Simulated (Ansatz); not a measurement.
Si:
```xyz
2
Lattice="0.0000 2.7169 2.7169 2.7169 0.0000 2.7169 2.7169 2.7169 0.0000" Properties=species:S:1:pos:R:3 pbc="T T T"
Si     2.7169     2.7169     2.7169
Si     4.0753     4.0753     4.0753
```

Relaxed with PBEsol. DFT-PBEsol in the program Ansatz with PAW potentials gives a gap of 0.46 eV.

**Question.** What gap does HSE06 give on the same cell (Ansatz, PAW)?

**Answer.** 1.13 eV, 0.67 eV more. The hybrid was solved on a coarser mesh and at special points; its gap is the smallest among all of these.

| k | v1 PBEsol | c1 PBEsol | v1 HSE06 | c1 HSE06 |
|---|---|---|---|---|
| Γ | 0.00 | 2.52 | (withheld) | (withheld) |
| X | -2.87 | 0.60 | (withheld) | (withheld) |
| L | -1.20 | 1.46 | (withheld) | (withheld) |
| W | -3.90 | 4.18 | -4.19 | 5.03 |
| K | -2.44 | 1.10 | (withheld) | (withheld) |

**Question.** Top valence (v1) and lowest conduction level (c1) in eV from each method's valence maximum (which need not be a listed point): supply the withheld HSE06 values.

**Answer.** 
- L, v1 HSE06: -1.31
- L, c1 HSE06: 2.22
- X, v1 HSE06: -3.13
- X, c1 HSE06: 1.28
- K, v1 HSE06: -2.66
- K, c1 HSE06: 1.81
- Γ, v1 HSE06: 0.00
- Γ, c1 HSE06: 3.31

Cost on shared cores: the PBEsol run (SCF on a 9×9×9 mesh, then bands and DOS) around 6 core-seconds (rough), the HSE06 run (SCF on 7×7×7, then a few points) around 60 core-seconds (rough); the tasks are unlike.

Space group Fd-3m (diamond). The cell was relaxed with PBEsol under the symmetry of its start.

Potentials: the later of the program's two PAW sets.
